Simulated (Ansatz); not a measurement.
# NaLaMnMoO6 and the effect of the functional

```yaml
crystal:
  lattice:
    - [5.43212, -0.01130, -0.00034]
    - [2.44365, 4.93484, -0.01855]
    - [0.10940, 2.68471, 5.04562]
  atoms:
    - { symbol: Na, position: [0.69740, 0.05972, 0.73638] }
    - { symbol: La, position: [0.41072, 0.51412, 0.00994] }
    - { symbol: Mn, position: [0.92147, 0.57866, 0.41655] }
    - { symbol: Mo, position: [0.21633, 0.97870, 0.33337] }
    - { symbol: O, position: [0.56869, 0.61375, 0.56391] }
    - { symbol: O, position: [0.40995, 0.05114, 0.05764] }
    - { symbol: O, position: [0.31236, 0.21070, 0.45135] }
    - { symbol: O, position: [0.04288, 0.86047, 0.12140] }
    - { symbol: O, position: [0.05836, 0.76646, 0.60633] }
    - { symbol: O, position: [0.86183, 0.36628, 0.20313] }
```

The cell comes from a database or a generator and needn't be the stable form of this composition.

Kept alike: task single point; k mesh 3 × 3 × 3; occupations fermi-dirac, width 0.05 eV; collinear spin, ferromagnetic start. Program: Ansatz, Ansatz PAW. Cutoffs run from 420 to 500 eV. The mesh is that of the run's cell of 10 atoms. No spin-orbit coupling.

| functional | pressure (GPa) | largest site moment (μB) |
| --- | --- | --- |
| B3LYP | 0.00 | 4.02 |
| HSE03 | -4.02 | 4.05 |
| HSE06 | -4.23 | 4.06 |
| PBE0 | -4.23 | 4.06 |
| r2SCAN0 | -5.90 | 4.11 |
| r2SCANh | -4.12 | 4.03 |

The k mesh is coarse, so the values aren't converged. Pressure is positive in compression, with a Pulay correction for the finite cutoff. The runs hold the magnetic state that their start led to, which needn't be the lowest. Site moments count inside each atom's sphere or projector. All rows use potentials made for PBE.

The pressure runs from -5.90 (r2SCAN0) to 0.00 GPa (B3LYP). The largest site moment runs from 4.02 (B3LYP) to 4.11 μB (r2SCAN0).
